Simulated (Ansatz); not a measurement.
YN (rock salt)

Space group Fm-3m (No. 225); a = b = c = 4.8957 Å, α = β = γ = 90.00°

| atom | site | symmetry | x | y | z |
|---|---|---|---|---|---|
| N | 4a | m-3m | 0.0000 | 0.0000 | 0.0000 |
| Y | 4b | m-3m | 0.5000 | 0.5000 | 0.5000 |
(The calculation used a cell of 2 atoms; values per cell refer to that cell.)

Grid over V/V₀ and (c/a)/(c/a)₀, subscript 0 meaning the relaxed cell; the conventional c axis lies along z; no internal relaxation.

The numbers are results of r2SCAN (plane waves to 500 eV, PAW, scalar-relativistic; Ansatz, a program for electronic structure), not measurements. k mesh 12×12×12 (Γ-centred), Fermi-Dirac smearing 0.05 eV. The energy includes the smearing's −TS. YN is run without spin polarisation. YN was relaxed with its symmetry unable to fall. ΔE is measured from the relaxed starting cell.

Task: What ΔE (eV/atom) does the calculation give at all points of the grid V/V₀ = 0.920, 0.960, 1.000, 1.040, 1.080 by (c/a)/(c/a)₀ = 0.960, 0.980, 1.000, 1.020, 1.040?

Result: ΔE (eV/atom), with V/V₀ across and (c/a)/(c/a)₀ down:

```csv
(c/a)/(c/a)₀ \ V/V₀,0.920,0.960,1.000,1.040,1.080
0.960,0.0758,0.0291,0.0133,0.0227,0.0526
0.980,0.0617,0.0171,0.0032,0.0142,0.0456
1.000,0.0573,0.0133,0.0000,0.0116,0.0435
1.020,0.0614,0.0168,0.0029,0.0140,0.0454
1.040,0.0731,0.0267,0.0112,0.0209,0.0510
```

(A scan under strain: stresses follow from slopes of the energy per volume, elastic moduli from its curvatures.)
